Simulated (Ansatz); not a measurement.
A trial structure of Al3BP2 was built thus: random cell by space group and Wyckoff sites (P-6m2, No. 187). The dimensions are guesses.

```
CELL_PARAMETERS angstrom
3.89454 0.00000 0.00000
-1.94727 3.37277 0.00000
0.00000 0.00000 7.84307
ATOMIC_POSITIONS crystal
Al 0.66667 0.33333 0.73142
Al 0.66667 0.33333 0.26858
Al 0.33333 0.66667 0.00000
B 0.66667 0.33333 0.50000
P 0.66667 0.33333 0.00000
P 0.00000 0.00000 0.00000
```

The calculation used DFT PBE, scalar-relativistic, plane waves, PAW (Ansatz 0.2.0). Cutoff 420 eV, Gaussian smearing, Γ-centred meshes. Cell and atoms relax first on a coarse mesh and then on a finer one. In between, the cell is made exact in the group found at 0.06 Å. In metals the finer mesh still leaves noise of several meV/atom or more. The steps can't lower the symmetry of their start. No spin polarisation.

A guess keeps its type if space group and coordination stay and the shape of the cell changes little (axis ratios within about 15 %, angles within 6°); the volume may change.

Problem. Does this structure survive the relaxation?

Solution. It keeps its type. The symmetry stays P-6m2 (No. 187). The volume per atom grows by 40.8 %, from 17.2 to 24.2 Å³. The shortest distance goes from 1.82 Å (Al–B) to 2.04 Å (Al–B). The ratio c/a of the conventional cell changes by a factor of 1.01. Counting neighbours within 15 % of an atom's shortest distance, the start has Al 1/6, B 2, P 6/8 and the end Al 1/6, B 2, P 6/8.

The zero of energy is the elements' standard structures at the same level; no fitted shifts are applied. The references include black phosphorus.

Problem. At what energy does it end?

Solution. +1.11 eV/atom. A positive value: parting into the elements would lower its energy.

The last run used a 12×12×4 mesh (in the run's order of axes) for its 6-atom cell and Gaussian smearing of 0.10 eV. The reference form of P is held partly by dispersion forces, which this level lacks. A structure relaxed within its symmetry needn't be a true minimum. Another cell of Al3BP2 relaxed alike, in P1, lies 1.24 eV/atom lower, so this cell isn't the stable form at this level.

In counts of neighbours, a slash parts the counts of unlike sites.
